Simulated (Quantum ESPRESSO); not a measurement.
Si3PC3B, input and log of a self-consistent run

Simulated, not a measurement. The program is pw.x of Quantum ESPRESSO 7.5 (plane-wave density functional theory). The cell is made up: 8 atoms on a wurtzite lattice, with randomly drawn elements, strain and displacements, not relaxed. PseudoDojo standard norm-conserving files (v0.5 for PBE, v0.4.1 for LDA and PBEsol) set the functional; there is no spin polarisation, spin-orbit coupling or dispersion term, and the masses in the input are unused placeholders.

Input:

```
&control calculation='scf', pseudo_dir='./dojo.nc.sr.pbe.v0_5.standard.upf', outdir='./o', disk_io='medium', tprnfor=.true., tstress=.true. /
&system ibrav=0, nat=8, ntyp=4, nbnd=22, ecutwfc=82.02448710, nosym=.true., tot_charge=0,
 occupations='smearing', smearing='fd', degauss=0.0018374661
/
&electrons conv_thr=7.350e-09, electron_maxstep=60, /
ATOMIC_SPECIES
B 1.0 B.upf
C 1.0 C.upf
P 1.0 P.upf
Si 1.0 Si.upf
CELL_PARAMETERS angstrom
3.0841 -0.0304 0.0022
-0.0527 5.2268 0.0113
0.0036 0.0106 5.0276
ATOMIC_POSITIONS angstrom
Si 0.0261 0.0501 0.0059
P 1.5203 2.5689 -0.0884
Si 1.5089 0.8435 2.5621
Si -0.145 3.4219 2.4455
C 0.0209 -0.0241 1.8167
C 1.5762 2.6511 2.0056
C 1.5308 0.8852 4.461
B 0.0162 3.4141 4.4564
K_POINTS automatic
6 4 4 1 1 1
```

The log is shortened where brackets say so; the opening notice, blank lines, dates and the lines on written files are dropped, and the path of the files is cut. It prints rydbergs, bohrs and kilobars, and counts compression as positive stress. With no partly filled state, the Fermi energy that it prints is only some level between the filled and the empty states on the mesh, and need not lie in the true gap.

```
     Program PWSCF v.7.5
     Parallel version (MPI & OpenMP), running on       1 processor cores
     Number of MPI processes:                 1
     Threads/MPI process:                     1
     [start-up lines left out]
     bravais-lattice index     =            0
     lattice parameter (alat)  =       5.8284  a.u.
     unit-cell volume          =     546.8601 (a.u.)^3
     number of atoms/cell      =            8
     number of atomic types    =            4
     number of electrons       =        32.00
     number of Kohn-Sham states=           22
     kinetic-energy cutoff     =      82.0245  Ry
     charge density cutoff     =     328.0979  Ry
     scf convergence threshold =      7.3E-09
     mixing beta               =       0.7000
     number of iterations used =            8  plain     mixing
     Exchange-correlation= PBE
                           (   1   4   3   4   0   0   0)
     [axes and pseudopotential details left out]
   Cartesian axes
     site n.     atom                  positions (alat units)
         1        Si     tau(   1) = (   0.0084623   0.0162438   0.0019129  )
         2        P      tau(   2) = (   0.4929236   0.8329090  -0.0286617  )
         3        Si     tau(   3) = (   0.4892274   0.2734862   0.8307042  )
         4        Si     tau(   4) = (  -0.0470130   1.1094753   0.7928993  )
         5        C      tau(   5) = (   0.0067764  -0.0078139   0.5890248  )
         6        C      tau(   6) = (   0.5110480   0.8595605   0.6502714  )
         7        C      tau(   7) = (   0.4963280   0.2870065   1.4463805  )
         8        B      tau(   8) = (   0.0052525   1.1069464   1.4448891  )
     number of k points=    48  Fermi-Dirac smearing, width (Ry)=  0.0018
                       cart. coord. in units 2pi/alat
        k(    1) = (   0.0840166   0.0744423   0.0764659), wk =   0.0416667
        k(    2) = (   0.0839040   0.0741096   0.2298326), wk =   0.0416667
     [further k points left out]
     Dense  grid:    54941 G-vectors     FFT dimensions: (  36,  60,  60)
     Estimated max dynamical RAM per process >      65.11 MB
     Initial potential from superposition of free atoms
     starting charge      31.9976, renormalised to      32.0000
     Starting wfcs are   32 randomized atomic wfcs
     total cpu time spent up to now is        6.1 secs
     per-process dynamical memory:    52.6 Mb
     Self-consistent Calculation
     iteration #  1     ecut=    82.02 Ry     beta= 0.70
     Davidson diagonalization with overlap
     ethr =  1.00E-02,  avg # of iterations =  4.4
     total cpu time spent up to now is       18.3 secs
     total energy              =     -80.62782793 Ry
     estimated scf accuracy    <       1.65190289 Ry
     iteration #  2     ecut=    82.02 Ry     beta= 0.70
     Davidson diagonalization with overlap
     ethr =  5.16E-03,  avg # of iterations =  2.0
     total cpu time spent up to now is       30.9 secs
     total energy              =     -81.08313851 Ry
     estimated scf accuracy    <       0.61214392 Ry
     iteration #  3     ecut=    82.02 Ry     beta= 0.70
     Davidson diagonalization with overlap
     ethr =  1.91E-03,  avg # of iterations =  2.0
     total cpu time spent up to now is       43.4 secs
     total energy              =     -81.18726861 Ry
     estimated scf accuracy    <       0.03092154 Ry
     iteration #  4     ecut=    82.02 Ry     beta= 0.70
     Davidson diagonalization with overlap
     ethr =  9.66E-05,  avg # of iterations =  8.0
     total cpu time spent up to now is       58.6 secs
     total energy              =     -81.19696928 Ry
     estimated scf accuracy    <       0.00464613 Ry
     iteration #  5     ecut=    82.02 Ry     beta= 0.70
     Davidson diagonalization with overlap
     ethr =  1.45E-05,  avg # of iterations =  5.5
     total cpu time spent up to now is       71.4 secs
     total energy              =     -81.19812148 Ry
     estimated scf accuracy    <       0.00139673 Ry
     iteration #  6     ecut=    82.02 Ry     beta= 0.70
     Davidson diagonalization with overlap
     ethr =  4.36E-06,  avg # of iterations =  3.8
     total cpu time spent up to now is       84.5 secs
     total energy              =     -81.19830532 Ry
     estimated scf accuracy    <       0.00014626 Ry
     iteration #  7     ecut=    82.02 Ry     beta= 0.70
     Davidson diagonalization with overlap
     ethr =  4.57E-07,  avg # of iterations =  2.4
     total cpu time spent up to now is       97.0 secs
     total energy              =     -81.19832830 Ry
     estimated scf accuracy    <       0.00001493 Ry
     iteration #  8     ecut=    82.02 Ry     beta= 0.70
     Davidson diagonalization with overlap
     ethr =  4.67E-08,  avg # of iterations =  3.3
     total cpu time spent up to now is      112.7 secs
     total energy              =     -81.19833421 Ry
     estimated scf accuracy    <       0.00000286 Ry
     iteration #  9     ecut=    82.02 Ry     beta= 0.70
     Davidson diagonalization with overlap
     ethr =  8.93E-09,  avg # of iterations =  2.0
     total cpu time spent up to now is      122.6 secs
     total energy              =     -81.19833433 Ry
     estimated scf accuracy    <       0.00000063 Ry
     iteration # 10     ecut=    82.02 Ry     beta= 0.70
     Davidson diagonalization with overlap
     ethr =  1.96E-09,  avg # of iterations =  2.0
     total cpu time spent up to now is      132.3 secs
     total energy              =     -81.19833446 Ry
     estimated scf accuracy    <       0.00000003 Ry
     iteration # 11     ecut=    82.02 Ry     beta= 0.70
     Davidson diagonalization with overlap
     ethr =  1.00E-10,  avg # of iterations =  4.0
     total cpu time spent up to now is      148.5 secs
     End of self-consistent calculation
          k = 0.0840 0.0744 0.0765 (  6867 PWs)   bands (ev):
    -5.9067  -3.0839  -2.2715  -0.0669   1.3681   2.0890   3.8680   4.6453
     5.5619   7.2006   7.3520   8.1348   8.6356   9.2814  10.1530  10.4366
    12.9474  13.7088  14.9625  15.5546  15.9310  16.5619
     [levels at the other k points left out]
     the Fermi energy is    11.7181 ev
!    total energy              =     -81.19833447 Ry
     estimated scf accuracy    <          7.1E-09 Ry
     smearing contrib. (-TS)   =      -0.00000000 Ry
     internal energy E=F+TS    =     -81.19833447 Ry
     The total energy is F=E-TS. E is the sum of the following terms:
     one-electron contribution =      24.14775747 Ry
     hartree contribution      =       8.65927114 Ry
     xc contribution           =     -29.64610500 Ry
     ewald contribution        =     -84.35925807 Ry
     convergence has been achieved in  11 iterations
     Forces acting on atoms (cartesian axes, Ry/au):
     atom    1 type  4   force =    -0.03697589   -0.05242837    0.00188141
     atom    2 type  3   force =     0.03986260    0.00198507    0.11619717
     atom    3 type  4   force =     0.03125260   -0.01019395   -0.04825999
     atom    4 type  4   force =     0.26890890    0.14861361    0.08933377
     atom    5 type  2   force =    -0.03257776    0.04138420    0.09769026
     atom    6 type  2   force =    -0.26041210   -0.17392199   -0.17054465
     atom    7 type  2   force =     0.03446605   -0.00257636   -0.03952700
     atom    8 type  1   force =    -0.04452440    0.04713778   -0.04677097
     Total force =     0.523085     Total SCF correction =     0.000109
     Computing stress (Cartesian axis) and pressure
          total   stress  (Ry/bohr**3)                   (kbar)     P=      202.81
   0.00164482   0.00081684   0.00026434          241.96      120.16       38.89
   0.00081684   0.00149958  -0.00000647          120.16      220.60       -0.95
   0.00026434  -0.00000647   0.00099157           38.89       -0.95      145.86
     init_run     :      5.74s CPU      6.02s WALL (       1 calls)
     electrons    :    136.92s CPU    142.51s WALL (       1 calls)
     forces       :      2.60s CPU      2.65s WALL (       1 calls)
     stress       :     10.22s CPU     10.26s WALL (       1 calls)
     [timing details left out]
     PWSCF        :   2m35.66s CPU   2m42.16s WALL
     JOB DONE.
```

In other units: free energy -1104.760 eV for the cell, pressure 20.28 GPa, largest force component 6.914 eV/Å. A rerun of a related cell, with the same atoms placed differently, at 1347 eV and a 8 x 6 x 6 mesh moved values by no more than 0.005 eV in energy, 0.16 GPa in stress and 0.009 eV/Å in force.